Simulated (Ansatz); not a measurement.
## Calculated N-14 nuclear quadrupole resonance for P2HNF4

Cell: an entry of the Crystallography Open Database (COD), ions relaxed with PBE at fixed cell.

Space group P2_1/c (No. 14); a = 8.6900, b = 4.7200, c = 13.8252 Å, β = 120.16°.

```
site  Wyckoff  site symmetry       x       y       z
   H       4e              1  0.9221  0.2922  0.3559
  P5       4e              1  0.7159  0.3517  0.1609
  P9       4e              1  0.6931  0.5804  0.3498
   N       4e              1  0.8041  0.3899  0.3011
 F17       4e              1  0.6778  0.3497  0.4305
 F21       4e              1  0.7346  0.0117  0.1566
 F25       4e              1  0.8589  0.7478  0.4496
 F29       4e              1  0.8911  0.4215  0.1531
```

One atom of each set is listed.

Method: Kohn–Sham DFT in Ansatz, PBE, plane waves and PAW, scalar-relativistic, 420 eV cutoff, Γ-centred 3×5×2 k-points, Fermi–Dirac smearing 0.02 eV.

N-14: I = 1, Q = 20.44 mb (year-2017 value). Static lattice, zero field.

Question: The simulated lines lie at 0.425, 2.25, 2.68 MHz. What are |C_Q|, η and |V_zz| at N?

Answer: For I = 1 the lines are ν± = (3/4)|C_Q|(1 ± η/3) and ν₀ = |C_Q|η/2. Here |C_Q| = 3.28 MHz, η = 0.26 and |V_zz| = 6.65 × 10²¹ V/m². The calculation gives V_zz negative; the lines don't show the sign. The site has 1 H at 1.03 Å, 2 P at 1.69–1.70 Å.

At N V_zz stands upright on the plane through its three neighbours (within 1°).

The entry's hydrogen positions were far off; the other atoms hardly move on relaxation.

The relaxation (9 steps) took 6.3 min of wall time (6.1 min of CPU time) and 1.2 GiB at its peak, on 1 thread of Intel Xeon Platinum 8259CL CPU @ 2.50GHz (Skylake/Cascade Lake) (x86_64; 16 cores open to the job, memory cap 3.0 GiB, no GPU), a shared host with a load of 0.2 a core.
